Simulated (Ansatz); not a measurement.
CdS: do energies and stresses tell the same story?

Method: DFT r2SCAN, scalar-relativistic, plane waves, PAW (Ansatz 0.2.0).

Settings: cutoff 500 eV, Γ-centred mesh 6×6×4 on the computed 4-atom cell, Gaussian smearing of 0.02 eV; no spin polarisation.

Relaxed cell: P6_3mc, a = 4.164 Å, b = 4.164 Å, c = 6.765 Å, α = 90.00°, β = 90.00°, γ = 120.00°, 4 atoms in the primitive cell.

Energies at zero smearing and pressures from the stress tensor, at volumes with shape and atoms relaxed:
| V (Å³/atom) | E − E(first) (meV/atom) | P (GPa) |
| --- | --- | --- |
| 22.351 | 0.00 | 10.26 |
| 23.113 | -40.88 | 7.03 |
| 23.875 | -67.62 | 4.29 |
| 24.637 | -82.35 | 1.97 |
| 25.399 | -86.92 | 0.00 |
| 26.161 | -82.85 | -1.67 |
| 26.923 | -71.46 | -3.09 |
| 27.939 | -46.74 | -4.65 |

Check P = −dE/dV between neighbouring volumes, and get the bulk modulus from the pressures alone.

With 1 eV/Å³ = 160.2 GPa:
| middle V (Å³/atom) | −ΔE/ΔV (GPa) | mean P (GPa) |
| --- | --- | --- |
| 22.732 | 8.595 | 8.643 |
| 23.494 | 5.622 | 5.659 |
| 24.256 | 3.099 | 3.131 |
| 25.018 | 0.961 | 0.987 |
| 25.780 | -0.856 | -0.833 |
| 26.542 | -2.396 | -2.377 |
| 27.431 | -3.898 | -3.868 |

The two differ by 0.05 GPa at most. The mean of two end pressures misses the average over a step by about ΔV² P″/12, up to 0.04 GPa here; with that taken off 0.00 GPa remains. Around V = 25.399 Å³/atom, the two neighbours give B = −V ΔP/ΔV = 25.399 × 3.64 / 1.524 = 60.7 GPa, against B0 = 60.3 GPa from the Birch–Murnaghan fit of the energies.

Cost: 9 runs of about 11 core-minutes in all, on Intel Xeon Processor @ 2.50GHz (Skylake/Cascade Lake) (shared hosts).